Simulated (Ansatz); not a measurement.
ZrTa (L1₀ or tetragonal B2, P4/mmm) at seven volumes, the program Ansatz at the PBE level (PAW), shape and atoms relaxed at each. One row is withheld.

```tsv
V (Å³/atom)	P (GPa)
18.697	14.20
19.313	8.71
19.930	4.03
20.546	0.00
21.163	-3.54
21.779	?
22.395	-9.54
```

Q: Fit the shown pressures and predict the withheld one.

A: Third-order Birch–Murnaghan: P = (3/2)B₀(x^(7/2) − x^(5/2))[1 + (3/4)(B′ − 4)(x − 1)] with x = (V₀/V)^(2/3). Least squares on the six rows gives V₀ = 20.542 Å³/atom, B₀ = 127.9 GPa, B′ = 3.47. At V = 21.779, x = 0.9618 and P = -6.76 GPa. The run itself gave -6.71 GPa.

The start of the workflow was typed in or built on a structure type; neither database checked (COD, Materials Project) lists it. Whether it is the stable phase at ambient conditions was not checked. The cell was relaxed with PBE under the symmetry of its start; its stability against distortions is not shown here. The run is not spin-polarised. Its formation energy is positive at this level, so the cell may be metastable or incomplete. Spin–orbit coupling is left out wherever it is not named.

Potentials: the later of the program's two PAW sets.
